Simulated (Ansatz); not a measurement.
ZnS:
```
ZnS
1.0
    0.00000     2.69451     2.69451
    2.69451     0.00000     2.69451
    2.69451     2.69451     0.00000
S Zn
1 1
Direct
  0.75000   0.75000   0.75000
  0.00000   0.00000   0.00000
```

Cartesian axes are those of the cell as given.

Give the proper piezoelectric stress tensor with relaxed ions from r²SCAN in the plane-wave PAW code Ansatz.

In C/m², rows x, y, z, Voigt columns; mesh uncertainty up to 0.00.
```
 0.00   0.00   0.00  -0.12   0.00   0.00
 0.00   0.00   0.00   0.00  -0.12   0.00
 0.00   0.00   0.00   0.00   0.00  -0.12
```

The elastic tensor of the same run (GPa):

```
      1     2     3     4     5     6
-  ----  ----  ----  ----  ----  ----
1   108  64.2  64.2   0.0   0.0   0.0
2  64.2   108  64.2   0.0   0.0   0.0
3  64.2  64.2   108   0.0   0.0   0.0
4   0.0   0.0   0.0  50.1   0.0   0.0
5   0.0   0.0   0.0   0.0  50.1   0.0
6   0.0   0.0   0.0   0.0   0.0  50.1
```

Convert to strain constants d = e·S.

In pC/N:
```
 0.0   0.0   0.0  -2.5   0.0   0.0
 0.0   0.0   0.0   0.0  -2.5   0.0
 0.0   0.0   0.0   0.0   0.0  -2.5
```

Space group F-43m (zinc blende). The cell was relaxed with r²SCAN under the symmetry of its start; phonons on a q-mesh show no instability.

Potentials: the later of the program's two PAW sets.
